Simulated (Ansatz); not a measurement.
An Ansatz (an electronic-structure program) input:

Ansatz 0.2 input:
```yaml
crystal:
  lattice:
    - [2.689528616, 0.0, 0.0]
    - [0.0, 2.689528616, 0.0]
    - [0.0, 0.0, 4.5679100388]
  atoms:
    - { symbol: Ag, position: [0.0, 0.0, 0.0] }
    - { symbol: W, position: [0.5, 0.5, 0.5] }
kpoints:
  mp_grid: { grid: [11, 11, 7] }
  band_path:
    path:
      - [[0.0, 0.0, 0.0], [0.0, 0.5, 0.0], [0.5, 0.5, 0.0], [0.0, 0.0, 0.0], [0.0, 0.0, 0.5], [0.0, 0.5, 0.5], [0.5, 0.5, 0.5], [0.0, 0.0, 0.5]]  # Γ-X-M-Γ-Z-R-A-Z
      - [[0.0, 0.5, 0.0], [0.0, 0.5, 0.5]]  # X-R
      - [[0.5, 0.5, 0.0], [0.5, 0.5, 0.5]]  # M-A
    npoints: 8
basis: { xc_grid: 2 }
hamiltonian:
  xc: pbe
  pseudopotentials: { azcp: { folder: ./paw }, kind: paw_fr }
magnetization: { noncollinear: true, spin_orbit: true }
scf:
  n_extra_bands: 13
  convergence: { dr2_threshold: 0.0000000001 }
  occupations: { method: gaussian, width: 0.05 }
output: { eigenvalues: true }
```

### Question
How many symmetry operations and irreducible k-points will the run report?

### Answer
16 operations, 84 of 847 k-points.

### Question
With a cutoff of 420 eV, how many plane waves at Γ?

### Answer
651.

It took around 21 core-seconds (rough) on shared server cores.

Space group P4/mmm (L1₀ or tetragonal B2). The start of the workflow was typed in or built on a structure type; neither database checked (COD, Materials Project) lists it. Whether it is the stable phase at ambient conditions was not checked. Symmetry was held in the PBE relaxation; its stability against distortions is not shown here. No spin polarisation was allowed. Its formation energy is positive at this level, so the cell may be metastable or incomplete.

Potentials: the earlier of the program's two PAW sets.

Ansatz is a plane-wave DFT program.
